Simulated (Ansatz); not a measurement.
**One input, then a changed one: Na (bcc type)**

First run: DFT, PBEsol, all-electron LAPW, scalar-relativistic (Ansatz 0.2.0).

Command: `ansatz run input.yaml --threads 1 --pin off --max-ram 2048MiB --backend cpu --events-out ev --progress --plain --runs-dir out` It took 2.1 s on 1 thread of Intel(R) Xeon(R) 6975P-C (Granite Rapids), on a shared host, peak memory 0.26 GiB.

```yaml
crystal:
  lattice:
    - [-1.5360877816, 1.5360877816, 1.5360877816]
    - [1.5360877816, -1.5360877816, 1.5360877816]
    - [1.5360877816, 1.5360877816, -1.5360877816]
  atoms:
    - { symbol: Na, position: [0.0, 0.0, 0.0] }
kpoints:
  mp_grid: { grid: [13, 13, 13] }
  band_path:
    path:
      - [0.0, 0.0, 0.0]
      - [0.5, -0.5, 0.5]
      - [0.0, 0.0, 0.5]
      - [0.0, 0.0, 0.0]
      - [0.25, 0.25, 0.25]
      - [0.5, -0.5, 0.5]
      - [0.25, 0.25, 0.25]
      - [0.0, 0.0, 0.5]
    npoints: 8
scf:
  occupations: { method: fermi_dirac, width: 0.05 }
hamiltonian:
  xc: pbesol
  pseudopotentials: { kind: all_electron, lapw: { basis_error: 0.001 } }
output:
  forces: true
  stress: true
  eigenvalues: true
  populations: true
  dos: { projected: true, de: 0.2, e_range: [-14, 8] }
```

The base cell comes from a relaxation on PAW files under the same functional, and the cell shown is scaled from it.

This run: volume at 0.4 of the series' base cell.

It converges in 5 SCF iterations at a pressure of 40.5 GPa.

The input is then changed:

```diff
   atoms:
-    - { symbol: Na, position: [0.0, 0.0, 0.0] }
+    - { symbol: Na, position: [0.0, 0.0, 0.0], spin: -1.0 }
 kpoints:
   occupations: { method: fermi_dirac, width: 0.05 }
+  lower_state_search: standard
 hamiltonian:
   pseudopotentials: { kind: all_electron, lapw: { basis_error: 0.001 } }
+  dispersion: d4
 output:
   populations: true
-  dos: { projected: true, de: 0.2, e_range: [-14, 8] }
+magnetization:
+  spin_polarized: true
```

Task: What does the second run give?

Result: It converges in 15 SCF iterations at a pressure of 40.3 GPa, cell moment 0.00 μB. More than one line changes, and not each need have an effect. Results part of its log:
```
SCF 1 converged in 15 iterations: F = -4408.258171 eV  dr2 = 3.02e-16
WARN: the starting moments were not kept: the SCF closed with an absolute magnetisation of 1.1e-6 μB, where they sum to 1 μB in size (1 site). That is at most 0.1 of that sum. Measured as dr2_m measures the in/out step, that magnetisation stands 2.0e-13 eV from none, at or under the dr2_threshold of 1.0e-7 eV: it is no larger than a step whose dr2_m would equal this threshold. The system may hold no moment; this SCF shows only that its start led to no more than that. To try another start: raise the starting moments (crystal.atoms[].spin, magnetization.per_species, magnetization.initial_magnetization, or on a non-collinear deck that types none of these the spinor_matrix: blocks that start its atoms; where the total moment is fixed, keep their sum and leave initial_magnetization as it is; typed ones take the place of any that the run laid by itself, positive ones on a crystal's lanthanoids without a Hubbard term where scf.initial_density.shell_occupations: [] is typed) or, if the notice of its spin-set hold's release reads "site moments contracting" or "site moments show no strong build", lengthen the hold (scf.mixing.spin_hold: { on: { confirm: 4 } }; for m-r²SCAN on two components see the key's manual first). Each may lead to a state that holds a moment. A second SCF, from the converged charge density, with the starting moments and any scf.initial_density.shell_occupations laid on it anew, would have followed, and was not run: the deck does not ask for one (magnetization.retry_lost_moments is false, the default). To let it run, set magnetization.retry_lost_moments: true and run the deck again, where that key's refused combinations let it; where memory then withholds it, that run's warning says so.
NSCF: frozen V_eff on 57 k-points
SCF converged after 15 iterations
Magnetization: 0.0000 μB (4.5000 up, 4.5000 down)
Absolute magnetization: 0.0000 μB (∫|ρ↑−ρ↓|)
Spin contamination: 0.0000 ħ² per cell (⟨S²⟩ above its minimum at these occupations)
Per-site moments (μB) at R_I (Å): [(6.357292097192158e-7, 1.3302910214855959)]
Free energy (F): -4408.258171 eV
Harris-Foulkes:  -4408.258171 eV  (|F-HF|=0.00e0)
Internal energy: -4408.254881 eV  (E = F + TS)
E sigma→0 (E₀):  -4408.256526 eV
Entropy (-TS):   -0.003290 eV (-3.290 meV/atom)
Fermi energy:    8.344160 eV
--- Per-component energies (eV) ---
[... lines left out ...]
  max |Σ_I F_I| component: 2.55e-31 eV/Å
--- Stress (GPa, compression-positive) ---
       40.296598       0.000000      -0.000000
        0.000000      40.296598       0.000000
       -0.000000       0.000000      40.296598
  P = ⅓ Tr σ = 40.2966 GPa (402.966 kbar)
--- Band table (eV; the first three rows and the last of 168) ---
  k-point 0 ↑: bands = ["-45.1147", "-16.8820", "-16.8820", "-16.8820", "2.3329", "27.1419", "27.1419", "27.1419", "29.0770"]
  k-point 1 ↑: bands = ["-45.1083", "-16.9224", "-16.8924", "-16.8826", "2.5432", "25.1680", "26.0059", "27.0842", "27.9935"]
  k-point 2 ↑: bands = ["-45.0905", "-17.0320", "-16.9210", "-16.8842", "3.1608", "21.8699", "24.3438", "26.7466", "26.9411"]
  k-point 83 ↓: bands = ["-44.9300", "-17.2928", "-17.2835", "-17.2835", "13.3152", "13.9405", "17.7364", "17.7364", "18.1989"]
--- Löwdin populations: 1 site ---
  site symbol       q [e]    m [muB]
     0     Na     10.9832     0.0000
  spilling = 0.001531 (of n_electrons = 11.000000)
```
